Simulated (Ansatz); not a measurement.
Data:

Cu₃Si:
```yaml
crystal:
  lattice:
    - [5.11265, 0.00000, 0.00000]
    - [-2.55632, 4.42768, 0.00000]
    - [0.00000, 0.00000, 4.08062]
  atoms:
    - { symbol: Si, position: [0.33333, 0.66667, 0.75000] }
    - { symbol: Si, position: [0.66667, 0.33333, 0.25000] }
    - { symbol: Cu, position: [0.16765, 0.33529, 0.25000] }
    - { symbol: Cu, position: [0.83235, 0.66471, 0.75000] }
    - { symbol: Cu, position: [0.83235, 0.16765, 0.75000] }
    - { symbol: Cu, position: [0.16765, 0.83235, 0.25000] }
    - { symbol: Cu, position: [0.66471, 0.83235, 0.25000] }
    - { symbol: Cu, position: [0.33529, 0.16765, 0.75000] }
```

This is the PBEsol-relaxed structure. Tensor components refer to the Cartesian frame of this cell.

**Question.** All from PBEsol (plane waves, PAW; program Ansatz), unless another level is named. Predict the Hill bulk and shear moduli.

**Answer.** 168 and 61.1 GPa.

**Question.** Give the elastic constants (relaxed ions, GPa).

**Answer.** C11 = 245, C12 = 124, C13 = 124, C33 = 277, C44 = 57.2.

Space group P6_3/mmc. The workflow started from a Materials Project entry (that database holds measured and hypothetical structures alike); the Crystallography Open Database copy checked does not list it. Whether it is the stable phase at ambient conditions was not checked. Symmetry was held in the PBEsol relaxation; whether a distortion lowers the energy is not shown. The run is not spin-polarised. As this level gives no gap, shear constants depend on the k-mesh and smearing (Fermi–Dirac, 0.1 eV here).

Potentials: the later of the program's two PAW sets.
